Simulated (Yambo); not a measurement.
Yambo run on RbBH4 (space group F-43m, No. 216). The wavefunctions come from this Quantum ESPRESSO step (PBEsol, PseudoDojo standard norm-conserving files, scalar-relativistic):

```
&CONTROL
  calculation = 'nscf'
  pseudo_dir = './pseudo'
  outdir = './out'
/
&SYSTEM
  ibrav = 0
  nat = 6
  ntyp = 3
  ecutwfc = 76.0
  ecutrho = 304.0
  occupations = 'fixed'
  force_symmorphic = .true.
  nbnd = 145
/
&ELECTRONS
  conv_thr = 6.000000000000001e-09
  diago_full_acc = .true.
  diago_thr_init = 1e-08
/
ATOMIC_SPECIES
H 1.0080 H.upf
B 10.8100 B.upf
Rb 85.4678 Rb.upf
CELL_PARAMETERS angstrom
  0.000000000000   3.453240000000   3.453240000000
  3.453240000000   0.000000000000   3.453240000000
  3.453240000000   3.453240000000   0.000000000000
ATOMIC_POSITIONS crystal
H   0.397580000000   0.807260000000   0.397580000000
H   0.397580000000   0.397580000000   0.807260000000
H   0.397580000000   0.397580000000   0.397580000000
H   0.807260000000   0.397580000000   0.397580000000
B   0.500000000000   0.500000000000   0.500000000000
Rb   0.000000000000   0.000000000000   0.000000000000
K_POINTS automatic
4 4 4 0 0 0
```

Yambo input:

```
rim_cut
gw0
dyson
el_el_corr
HF_and_locXC
ppa
em1d
RandQpts= 1000000
RandGvec= 1 Ry
EXXRLvcs= 76 Ry
VXCRLvcs= 304 Ry
Chimod= "HARTREE"
% BndsRnXp
 1 | 143 |
%
NGsBlkXp= 8 Ry
% LongDrXp
 1.0 | 1.0 | 1.0 |
%
PPAPntXp= 27.2114 eV
% GbndRnge
 1 | 143 |
%
GTermKind= "BG"
DysSolver= "n"
ExtendOut
% QPkrange
 1 | 1 | 8 | 9 |
 3 | 3 | 8 | 9 |
 7 | 7 | 8 | 9 |
 8 | 8 | 8 | 9 |
%
```

k points by index: 1 = Γ, 3 = L, 7 = X, 8 = W.

Resulting energies as the program prints them:

```
#    K-point    Band    Eo [eV]    E [eV]    E-Eo [eV]    Vxc [eV]    Vnlxc [eV]    Sc|Eo [eV]    Sc|E [eV]    dSc/dw|Eo [eV]    Re(Z)    Im(Z)
#
    1    8    0.000000    -2.172887    -2.172887    -12.26060    -16.59969    1.691280    2.166202    -5.947173    0.820642    -0.001316
    1    9    6.167271    7.099470    0.932199    -7.708036    -3.649894    -2.981599    -3.125943    -4.213036    0.865930    -0.970215E-3
    3    8    -0.257082    -2.438459    -2.181378    -11.94234    -16.31573    1.714866    2.192009    -5.951719    0.820530    -0.001336
    3    9    7.193776    8.030348    0.836573    -6.935301    -3.107332    -2.868974    -2.991396    -3.981593    0.872355    -0.943048E-3
    7    8    -0.109423    -2.292389    -2.182966    -12.20741    -16.55776    1.692712    2.167379    -5.916530    0.821401    -0.001315
    7    9    5.908613    6.844414    0.935802    -6.803740    -2.997272    -2.740172    -2.870667    -3.794205    0.877627    -0.892433E-3
    8    8    -0.157882    -2.341406    -2.183523    -12.12906    -16.46677    1.681677    2.154181    -5.888067    0.822108    -0.001312
    8    9    7.184026    7.986026    0.802000    -6.551325    -2.847518    -2.791639    -2.901807    -3.737518    0.879235    -0.885112E-3
```
(The two width columns are left out.) Convergence of these settings isn't established.

Geometry of the Materials Project entry, not relaxed at this level.

The structure is a Materials Project entry; no match was found in the copy of COD used, and its stability was not checked.
